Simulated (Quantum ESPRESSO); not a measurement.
## Band energies of CdSe at +2 % isotropic strain

```xyz
2
Lattice="0.0000 3.1023 3.1023 3.1023 0.0000 3.1023 3.1023 3.1023 0.0000" Properties=species:S:1:pos:R:3 pbc="T T T"
Se     1.5511     1.5511     1.5511
Cd     0.0000     0.0000     0.0000
```

PBEsol (Quantum ESPRESSO, PseudoDojo norm-conserving, 102 Ry, without SOC); path ΓXWKΓLUWLK,UX; energies in eV from the valence-band maximum.

```csv
k (1/Å),point,band 14,band 15,band 16,band 17,band 18,band 19,band 20,band 21
0.00,Γ,-7.40,-7.40,0.00,0.00,0.00,0.36,5.86,5.86
0.23,,-7.41,-7.39,-1.11,-0.25,-0.25,1.57,5.28,6.23
0.56,,-7.38,-7.37,-2.74,-1.07,-1.07,3.24,3.97,7.63
0.79,,-7.36,-7.21,-3.53,-1.51,-1.51,3.28,3.67,8.10
1.01,X,-7.35,-7.09,-3.86,-1.68,-1.68,3.12,3.62,8.68
1.14,,-7.35,-7.08,-3.84,-1.73,-1.73,3.30,3.76,8.53
1.39,,-7.38,-7.01,-3.77,-1.99,-1.95,4.53,4.54,6.95
1.52,W,-7.39,-6.99,-3.75,-2.05,-2.00,4.73,5.11,6.25
1.76,,-7.38,-7.02,-3.78,-2.27,-1.50,3.85,4.95,7.39
1.88,K,-7.37,-7.02,-3.78,-2.30,-1.37,3.61,4.95,7.97
1.98,,-7.39,-7.03,-3.75,-2.35,-1.19,3.72,5.36,7.39
2.31,,-7.41,-7.29,-3.22,-1.65,-0.56,3.31,5.75,6.00
2.63,,-7.41,-7.39,-1.76,-0.52,-0.13,1.96,5.39,6.14
2.84,,-7.40,-7.40,-0.50,-0.06,-0.01,0.84,5.76,5.90
2.95,Γ,-7.40,-7.40,0.00,0.00,0.00,0.36,5.86,5.86
3.15,,-7.40,-7.40,-1.05,-0.09,-0.09,1.28,5.65,6.02
3.34,,-7.40,-7.40,-2.27,-0.30,-0.30,2.00,5.65,6.30
3.63,,-7.39,-7.27,-3.74,-0.61,-0.61,2.23,6.39,6.39
3.83,L,-7.38,-7.15,-4.10,-0.68,-0.68,2.22,6.36,6.36
4.14,,-7.38,-7.09,-3.93,-1.68,-0.95,3.32,5.50,7.08
4.34,,-7.38,-7.03,-3.78,-2.28,-1.26,3.67,5.20,7.47
4.45,U,-7.37,-7.02,-3.78,-2.30,-1.37,3.61,4.95,7.97
4.69,,-7.39,-7.00,-3.76,-2.17,-1.78,4.43,4.99,6.64
4.81,W,-7.39,-6.99,-3.75,-2.05,-2.00,4.73,5.11,6.25
4.99,,-7.39,-7.02,-3.76,-2.19,-1.57,4.39,5.19,6.26
5.16,,-7.39,-7.08,-3.88,-1.82,-1.11,3.63,5.38,6.60
5.43,,-7.38,-7.14,-4.08,-0.80,-0.70,2.36,6.20,6.42
5.52,L,-7.38,-7.15,-4.10,-0.68,-0.68,2.22,6.36,6.36
5.61,,-7.38,-7.14,-4.08,-0.80,-0.70,2.36,6.20,6.42
5.88,,-7.38,-7.08,-3.88,-1.85,-1.02,3.47,5.42,7.11
6.05,,-7.38,-7.03,-3.78,-2.30,-1.28,3.66,5.17,7.54
6.14,K,-7.37,-7.02,-3.78,-2.30,-1.37,3.61,4.95,7.97
6.14,U,-7.37,-7.02,-3.78,-2.30,-1.37,3.61,4.95,7.97
6.23,,-7.37,-7.04,-3.81,-2.14,-1.50,3.49,4.45,8.20
6.50,X,-7.35,-7.09,-3.86,-1.68,-1.68,3.12,3.62,8.68
```

The PBEsol gap is direct, 0.36 eV at Γ.

Spin-orbit splittings are left out.

Geometry strained from the cell relaxed with PBEsol, atoms relaxed again.
